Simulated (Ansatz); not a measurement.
Si started on a K site and Si started on a K site, 6.91 Å apart on the ideal sites in cubic perovskite KMgF3, 40 atoms, charge 0

Method: DFT, PBEsol, PAW, plane waves (Ansatz).

Command:

```sh
ansatz run in.yaml --threads 8 --pin off --max-ram 118750MiB --runs-dir r --events-out ev --progress --plain --backend cuda --devices 0,
```

The input less its lattice and atoms:

```yaml
crystal:
  symmetry: { detect: false }
kpoints:
  mp_grid: { grid: [1, 1, 1], shift: [0.25, 0.25, 0.25] }
hamiltonian:
  xc: pbesol
scf:
  occupations: { method: fermi_dirac, width: 0.01 }
relax:
  f_tol: 0.03
  max_steps: 80
  escape_saddle: false
  adjacent_minimum: "off"
output:
  forces: true
  eigenvalues: true
  populations: true
```

Start:

```xyz
40
Lattice="7.9825 0.0000 0.0000 0.0000 7.9825 0.0000 0.0000 0.0000 7.9825" Properties=species:S:1:pos:R:3 pbc="T T T"
Si    0.0165    7.9777    7.9815
Si    4.0115    3.9790    3.9660
K     0.0071    0.0254    4.0033
K     0.0131    3.9812    0.0044
K     0.0526    3.9477    3.9865
K     3.9615    7.9737    0.0121
K     3.9986    7.9825    3.9867
K     3.9652    4.0185    0.0306
Mg    2.0195    2.0204    1.9973
Mg    1.9612    1.9605    6.0316
Mg    1.9878    5.9735    1.9879
Mg    2.0153    5.9875    5.9664
Mg    6.0134    1.9870    1.9860
Mg    5.9737    2.0116    5.9627
Mg    5.9629    5.9648    1.9683
Mg    5.9645    5.9938    5.9721
F     1.9904    2.0460    0.0277
F     2.0089    2.0140    4.0069
F     2.0296    5.9668    0.0364
F     2.0055    5.9876    4.0046
F     5.9887    2.0012    0.0217
F     5.9707    1.9696    3.9545
F     5.9546    5.9775    7.9736
F     5.9553    5.9931    4.0046
F     0.0006    2.0310    1.9915
F     0.0143    2.0111    5.9765
F     7.9689    5.9789    2.0263
F     0.0044    5.9358    6.0165
F     3.9975    1.9989    2.0052
F     3.9745    2.0350    5.9961
F     4.0021    6.0014    2.0187
F     4.0064    5.9598    5.9971
F     1.9570    0.0119    2.0434
F     1.9808    7.9704    5.9353
F     1.9757    3.9782    2.0180
F     2.0132    3.9734    5.9988
F     5.9761    0.0367    1.9964
F     6.0114    7.9790    5.9833
F     6.0317    3.9942    2.0046
F     5.9545    3.9983    5.9916
```

Steps:

```tsv
step	energy less the first (eV)	largest force component (eV/Å)
start	0.000	0.498
1	-0.082	0.350
2	-0.137	0.217
3	-0.188	0.165
4	-0.251	0.249
5	-0.336	0.240
6	-0.461	0.365
7	-0.658	0.370
8	-0.923	0.477
9	-1.160	0.367
10	-1.336	0.393
11	-1.392	0.246
12	-1.447	0.194
13	-1.552	0.476
14	-1.710	0.431
15	-1.868	0.324
16	-1.986	0.293
17	-2.143	0.290
18	-2.216	0.212
19	-2.258	0.155
20	-2.271	0.093
21	-2.276	0.035
22	-2.279	0.030
23	-2.280	0.013
24	-2.281	0.022
25	-2.283	0.047
26	-2.284	0.068
27	-2.286	0.074
28	-2.290	0.021
```

A structure on the way, about -0.14 eV from the start:

```
Si K Mg F
1.0
     7.98254    0.00000    0.00000
     0.00000    7.98254    0.00000
     0.00000    0.00000    7.98254
Si K Mg F
2 6 8 24
Direct
  0.99456 0.99770 0.00408
  0.49841 0.49494 0.50499
  0.00089 0.99862 0.49835
  0.99984 0.50058 0.99954
  0.00094 0.50179 0.50025
  0.50260 0.00078 0.00213
  0.49924 0.00081 0.49785
  0.50028 0.49844 0.99681
  0.25170 0.25264 0.24824
  0.24852 0.24908 0.75195
  0.24907 0.74979 0.24860
  0.25106 0.75210 0.74774
  0.75162 0.24760 0.25065
  0.75055 0.25056 0.74946
  0.74792 0.74667 0.24954
  0.74811 0.74985 0.75071
  0.25454 0.25580 0.00011
  0.25355 0.25448 0.49951
  0.25367 0.74994 0.00178
  0.24828 0.75253 0.50024
  0.74912 0.25017 0.00193
  0.75099 0.24604 0.49983
  0.74434 0.74549 0.00142
  0.74674 0.74835 0.50250
  0.99979 0.25047 0.25085
  0.00148 0.25378 0.74624
  0.99880 0.74890 0.25456
  0.00011 0.74847 0.75279
  0.49992 0.24911 0.24963
  0.50078 0.24962 0.75063
  0.50048 0.75124 0.25236
  0.50039 0.75205 0.75265
  0.24731 0.00137 0.25139
  0.25294 0.00090 0.74457
  0.24708 0.50040 0.24980
  0.25129 0.50103 0.74965
  0.74757 0.00025 0.25360
  0.75279 0.99963 0.75180
  0.75105 0.49900 0.25258
  0.75098 0.49916 0.75204
```

End:

```
Si K Mg F
1.0
     7.98254    0.00000    0.00000
     0.00000    7.98254    0.00000
     0.00000    0.00000    7.98254
Si K Mg F
2 6 8 24
Cartesian
  7.3839 0.1690 7.8148
  3.5049 3.4365 4.5930
  7.9506 7.9215 3.8149
  7.9806 4.1621 0.1041
  7.9204 4.1660 3.8672
  4.0251 7.8878 0.0871
  4.0096 7.8143 3.9550
  4.0010 4.0444 0.1563
  2.0293 2.0374 1.9334
  1.2962 1.4340 6.5409
  2.0053 6.0120 2.0011
  2.0481 6.0603 5.9791
  5.9652 2.0043 2.0685
  6.1439 2.0739 5.8655
  5.9860 6.0150 1.9733
  6.0064 5.9022 5.9961
  2.1235 2.2990 7.9805
  2.4295 2.1707 4.0118
  2.0622 5.9056 7.9545
  1.9189 6.0796 4.0038
  6.1678 1.8398 7.9270
  5.8079 1.9209 3.9968
  5.8151 5.7513 7.9658
  6.0846 6.0527 4.0320
  0.0224 1.9791 2.0778
  0.0533 2.1695 5.3285
  0.0142 5.9604 2.0306
  0.0559 6.0144 6.0406
  4.0160 1.9911 1.8008
  4.0560 2.3165 5.8800
  3.9798 6.0289 1.9760
  4.0375 5.9960 5.9973
  2.0485 0.0612 2.0336
  2.3339 0.0118 5.9029
  1.9294 4.0108 2.0515
  2.2183 3.9641 5.7109
  5.8197 0.0266 2.2191
  6.1323 0.0478 6.1354
  6.0762 3.9655 1.9455
  6.1858 3.9656 6.0674
```

Self-consistency was reached.

Time: 26 s of wall time on one NVIDIA GB300 with 8 processor threads, on a host shared with other runs; peak host memory 1.6 GiB.

Question: How much energy did the relaxation gain, and which atom moved most?

Answer: 2.29 eV in 28 steps, from a start with small random displacements (the gain also holds any tilting of the ideal host); atom 10 (Mg) moved 0.99 Å, the median atom 0.17 Å (drift of the whole cell removed).

The one k point has no symmetry partners, which can distort the end along one axis.
